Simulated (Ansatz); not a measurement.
Ba2CdB2O6:
```
CELL_PARAMETERS angstrom
      4.84794     2.68747     0.00000
     -4.84794     2.68747     0.00000
     -3.14664     0.00000     5.76128
ATOMIC_POSITIONS crystal
  Ba 0.78944 0.21056 0.31277
  Ba 0.21056 0.78944 0.68723
  Cd 0.00000 0.00000 0.00000
  B  0.43966 0.56034 0.24090
  B  0.56034 0.43966 0.75910
  O  0.74346 0.70067 0.27400
  O  0.25654 0.29933 0.72600
  O  0.70067 0.74346 0.72600
  O  0.29933 0.25654 0.27400
  O  0.28160 0.71840 0.17291
  O  0.71840 0.28160 0.82709
```

Relaxed with r²SCAN.

Q: Map the electron localisation function on the plane through (0.789, 0.211, 0.313) spanned by u = [0, 0, 1] and v = [1, -1, 1] in lattice vectors, from r²SCAN in the plane-wave PAW code Ansatz.

A: x is the fraction of u, y of v (the angle between them is 77°; rows are the nearest grid lines); atoms in the plane: Ba at (0.00, 0.00), Ba at (0.95, 0.42), Cd at (0.48, 0.21), B at (0.28, 0.65), B at (0.68, 0.77), O at (0.37, 0.49), O at (0.59, 0.93).
```
|0018998510001357899998851017997100|
|3358998620001578986468986202799863|
|8889997410001478986236887301489998|
|9987531000000146788888987520015899|
|1100000000000002467888765431000011|
|0000001111110000123210000122100000|
|0000111222211000012210000122210000|
|0001222211122210001222222222110000|
|0001222000001321000011111110000000|
|0000123456788765210000000000000100|
|3100024689999987520000000000134553|
|9972003688865788864100000258999999|
|8998401489864589986300004799975358|
|0599830047899999864200003899940000|
|0599951014678887542100002699961000|
|8999841000000000000000000047999888|
|9986310000112344432100000000268999|
|2210000000134578765421000000000122|
|0000000000134689986531000000000000|
|1000000000013567886532100000001111|
|9873100000001234444321000001478999|
|8999851000000000000000000027999988|
|3589985100000001122222100038998633|
|0018998510001357899998851017997100|
```
Scale: ten equal steps from -0.002 (start of '0') to 0.893 (end of '9'), in the order '0123456789'; x runs from 0.000 to 1.00, y from 0.000 (bottom) to 1.00 (top).

The density is the valence pseudo-density with augmentation charge, so density and ELF within about 1 Å of a nucleus are not all-electron values.

Space group C2/m. The workflow started from a Materials Project entry (that database holds measured and hypothetical structures alike); the Crystallography Open Database copy checked does not list it. Its standing as an ambient phase is unchecked. The cell was relaxed with r²SCAN under the symmetry of its start; whether a distortion lowers the energy is not shown. Scalar-relativistic: spin–orbit coupling is off unless named, which matters more the heavier the elements.

Potentials: the later of the program's two PAW sets.
